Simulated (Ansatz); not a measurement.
Si$_{2}$W:
```
Si2W
1.0
   -1.60143     1.60143     3.90828
    1.60143    -1.60143     3.90828
    1.60143     1.60143    -3.90828
Si W
2 1
Direct
  0.33453   0.33453   0.00000
  0.66547   0.66547   0.00000
  0.00000   0.00000   0.00000
```

Relaxed with PBEsol. Special points in fractions of this cell's reciprocal vectors: Γ (0.000, 0.000, 0.000); X (0.000, 0.000, 0.500); P (0.250, 0.250, 0.250); N (0.000, 0.500, 0.000); M (0.500, 0.500, -0.500); S (0.292, 0.708, -0.292); S0 (-0.292, 0.292, 0.292); R (-0.084, 0.084, 0.500); G (0.500, 0.500, -0.084).

Q: List the band energies nearest the Fermi level at these points for DFT-PBEsol with spin–orbit coupling in the program Ansatz with PAW potentials.

A: In eV from the Fermi level; about four levels below and three above (degenerate sets whole), none deeper than 8.9 eV; points with the same levels are listed once.

```json
[
 {"k": "Γ", "below": "-3.01 -3.01 -2.84 -2.84", "above": "0.58 0.58 2.44 2.44"},
 {"k": "X", "below": "-3.38 -3.38 -1.86 -1.86", "above": "2.72 2.72 2.87 2.87"},
 {"k": "P", "below": "-2.62 -2.62 -2.35 -2.35", "above": "0.03 0.03 2.89 2.89"},
 {"k": "N", "below": "-2.83 -2.83 -0.49 -0.49", "above": "2.65 2.65 2.74 2.74"},
 {"k": "M", "below": "-0.68 -0.68 -0.47 -0.47", "above": "0.79 0.79 4.44 4.44"},
 {"k": "S", "below": "-2.58 -2.58 -0.38 -0.38", "above": "1.71 1.71 2.46 2.46"},
 {"k": "R", "below": "-3.24 -3.24 -2.40 -2.40", "above": "1.84 1.84 2.13 2.13"}
]
```

Space group I4/mmm (MoSi2 or CaC2 type). Symmetry was held in the PBEsol relaxation. No spin polarisation was allowed.

Potentials: the earlier of the program's two PAW sets. The files were generated under PBE; for other functionals the program regenerates the frozen cores, and for LDA and PBEsol the local potential too.
